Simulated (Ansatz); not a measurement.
The start is a generated trial cell of Cu in the AFLOW prototype A_aP4_2_aci. Cell shape, volume and atoms are optimised at zero target pressure with PBE (plane waves to 420 eV, PAW, scalar-relativistic; Ansatz, a quantum-chemistry and plane-wave program). The first steps use a coarse 13×11×5 k-mesh.

Input geometry:
```
Cu
1.0
    2.47001     0.00000     0.00000
    0.24727     2.91410     0.00000
    0.10753     0.48412     6.53608
Cu
4
Direct
  0.00000   0.00000   0.00000
  0.00000   0.00000   0.50000
  0.43300   0.57200   0.25900
  0.56700   0.42800   0.74100
```

| Quantity | Value |
|---|---|
| Initial pressure | +10.8 GPa (positive: the cell is compressed) |
| Largest initial force | 1.71 eV/Å, on Cu3, Cu4 (atoms numbered as listed) |
| Outcome | The space group goes from P-1 (No. 2) to Fm-3m (No. 225); the end is fcc (Cu type), with 1 atom in the primitive cell |
| Energy released | 0.20 eV/atom |
| Volume change | +1.6 %, from 11.76 to 11.95 Å³/atom |
| Band gap at the end | no gap (metallic) |
| Optimiser moves | 15 |

It ends as:

```cif
data_Cu4
_chemical_formula_sum 'Cu4'
_space_group_name_H-M_alt 'Fm-3m'
_space_group_IT_number 225
_space_group_name_Hall '-F 4 2 3'
_cell_length_a 3.62951
_cell_length_b 3.62951
_cell_length_c 3.62951
_cell_angle_alpha 90.000
_cell_angle_beta 90.000
_cell_angle_gamma 90.000
loop_
_atom_site_label
_atom_site_type_symbol
_atom_site_symmetry_multiplicity
_atom_site_Wyckoff_symbol
_atom_site_fract_x
_atom_site_fract_y
_atom_site_fract_z
_atom_site_occupancy
Cu1 Cu 4 a 0.00000 0.00000 0.00000 1
```
(The calculation used a cell of 1 atom; values per cell refer to that cell.)

Final values are on a 25×25×25 k-mesh of the relaxed cell. No spin polarisation in the result.

The run could not lose the symmetry of its start.
